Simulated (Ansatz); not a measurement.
All numbers below come from Ansatz, DFT PBE, scalar-relativistic, plane waves, PAW. All cells share a 420 eV cutoff and Γ-centred k meshes spaced at most about 0.3 Å⁻¹ (2π included). No spin polarisation in the final relaxations.

All energies are static (0 K, no zero-point motion). All come from trial cells, and lower structures may exist.

**Question.** Order these relaxed structures of Mg2CdSe3 by energy, lowest first, with the energy over the lowest of them.
A.

```xyz
12
Lattice="4.3008 0.0000 0.0000 -2.1504 3.7246 0.0000 0.0000 0.0000 20.8766" Properties=species:S:1:pos:R:3 pbc="T T T"
Mg    2.1504    1.2415    3.4947
Mg    2.1504    1.2415   17.3330
Mg    0.0000    2.4831    6.8947
Mg    0.0000    2.4831   13.9330
Cd    2.1504    1.2415   10.4574
Cd    0.0000    2.4831    0.0191
Se    2.1504    1.2415    6.0949
Se    2.1504    1.2415   13.1396
Se    2.1504    1.2415   19.9390
Se    0.0000    2.4831    2.7013
Se    0.0000    2.4831    9.5007
Se    0.0000    2.4831   16.5332
```

B.

```xyz
6
Lattice="3.9535 0.0000 0.0000 -1.9768 3.4239 0.0000 0.0000 0.0000 9.6858" Properties=species:S:1:pos:R:3 pbc="T T T"
Mg    1.9768    1.1413    1.5769
Mg    0.0000    2.2826    8.1089
Cd    0.0000    0.0000    4.8429
Se    1.9768    1.1413    6.5458
Se    0.0000    0.0000    0.0000
Se    0.0000    2.2826    3.1400
```

**Answer.** A (0 meV/atom), B (71 meV/atom). Forms: A Mg and Cd ordered on wurtzite sites, P6_3mc; B Mg and Cd ordered on rock salt sites, P-3m1. Counting Se atoms around Cd and Mg (those within 1.25 times the shortest such distance or 1.15 times the sum of covalent radii, 1.27 where that leaves under three): A has Mg 4, Cd 4; B has Mg 6, Cd 6.

Cells relaxed within their symmetry can be saddle points. Some candidate types were left out of the draw beforehand, so a known form may be missing.
